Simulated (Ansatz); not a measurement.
NaF (rock salt)

```
NaF
1.0
    0.00000     2.29725     2.29725
    2.29725     0.00000     2.29725
    2.29725     2.29725     0.00000
F Na
1 1
Cartesian
  0.00000   0.00000   0.00000
  2.29725   2.29725   2.29725
```

The relaxed cell is deformed in two ways at once: its volume V is scaled, and at that volume it is stretched along z (the c axis of the conventional cell) so that c/a changes. Fractional atomic positions are held.

Level of theory: r2SCAN (plane waves to 500 eV, PAW, scalar-relativistic; Ansatz, a program for electronic structure). k mesh 12×12×12 (Γ-centred), Fermi-Dirac smearing 0.05 eV. Compression counts positive. NaF was relaxed with its symmetry unable to fall.

At one point of the scan the stress tensor (GPa) is:

```
    2.4      0.0      0.0
    0.0      2.4      0.0
    0.0      0.0      2.4
```

**Question.** Which point is it?
(A) V/V₀ = 0.920, (c/a)/(c/a)₀ = 1.020
(B) V/V₀ = 0.960, (c/a)/(c/a)₀ = 0.960
(C) V/V₀ = 0.920, (c/a)/(c/a)₀ = 1.000
(D) V/V₀ = 0.960, (c/a)/(c/a)₀ = 1.000

**Answer.** D, V/V₀ = 0.960, (c/a)/(c/a)₀ = 1.000

(A scan under strain: stresses follow from slopes of the energy per volume, elastic moduli from its curvatures.)
